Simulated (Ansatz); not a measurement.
Relaxed Ge (space group P4_32_12):

```
Ge
1.0
    5.87865     0.00000     0.00000
    0.00000     5.87865     0.00000
    0.00000     0.00000     6.89847
Ge
12
Direct
  0.08823   0.08823   0.00000
  0.41177   0.58823   0.75000
  0.91177   0.91177   0.50000
  0.58823   0.41177   0.25000
  0.17202   0.36996   0.25632
  0.13004   0.67202   0.00632
  0.82798   0.63004   0.75632
  0.86996   0.32798   0.50632
  0.67202   0.13004   0.99368
  0.63004   0.82798   0.24368
  0.32798   0.86996   0.49368
  0.36996   0.17202   0.74368
```

A phonon eigenvector at Γ is frozen into this cell: atom i moves by Q times the vector below, so Q is the largest atomic displacement, in Å. The cell is held.

```csv
atom,x,y,z
Ge1,-0.224,-0.224,0.000
Ge2,0.224,-0.224,0.000
Ge3,0.224,0.224,0.000
Ge4,-0.224,0.224,0.000
Ge5,-0.554,0.693,0.461
Ge6,-0.693,-0.554,0.461
Ge7,0.554,-0.693,0.461
Ge8,0.693,0.554,0.461
Ge9,-0.554,-0.693,-0.461
Ge10,-0.693,0.554,-0.461
Ge11,0.554,0.693,-0.461
Ge12,0.693,-0.554,-0.461
```

Computed with LDA (plane waves to 420 eV, PAW, scalar-relativistic; Ansatz, an electronic-structure program). k mesh 5×5×4 (Γ-centred), Fermi-Dirac smearing 0.05 eV. E stands for the smeared free energy. Ge was relaxed with its symmetry unable to fall. This is one of several known forms of Ge; the measured ambient cells at hand have space group No. 227. ΔE is measured from the undisplaced structure.

```json
[
 {"Q (Å)": "-0.180", "ΔE (meV/cell)": "1334"},
 {"Q (Å)": "-0.150", "ΔE (meV/cell)": "919"},
 {"Q (Å)": "-0.120", "ΔE (meV/cell)": "withheld"},
 {"Q (Å)": "-0.090", "ΔE (meV/cell)": "326"},
 {"Q (Å)": "-0.060", "ΔE (meV/cell)": "144"},
 {"Q (Å)": "-0.030", "ΔE (meV/cell)": "36"},
 {"Q (Å)": "0.000", "ΔE (meV/cell)": "0"},
 {"Q (Å)": "0.030", "ΔE (meV/cell)": "35"},
 {"Q (Å)": "0.060", "ΔE (meV/cell)": "140"},
 {"Q (Å)": "0.090", "ΔE (meV/cell)": "313"},
 {"Q (Å)": "0.120", "ΔE (meV/cell)": "553"},
 {"Q (Å)": "0.150", "ΔE (meV/cell)": "858"},
 {"Q (Å)": "0.180", "ΔE (meV/cell)": "1228"}
]
```

**Question.** Fit a polynomial form (powers 2, 3, 4) to the given rows and predict ΔE at Q = -0.120.

**Answer.** Least squares on the 12 given rows: ΔE = (39420)·Q² + (-9067)·Q³ + (3691)·Q⁴, in meV/cell with Q in Å; root-mean-square residual 0.2 meV/cell. At -0.120 the fit gives 584 meV/cell; the calculation gives 584 meV/cell, the same to the digits shown. The quadratic term alone would give 568 meV/cell.

(For displaced atoms, the force is minus the slope of the energy, and its curvature is a force constant, which sets phonon frequencies.)
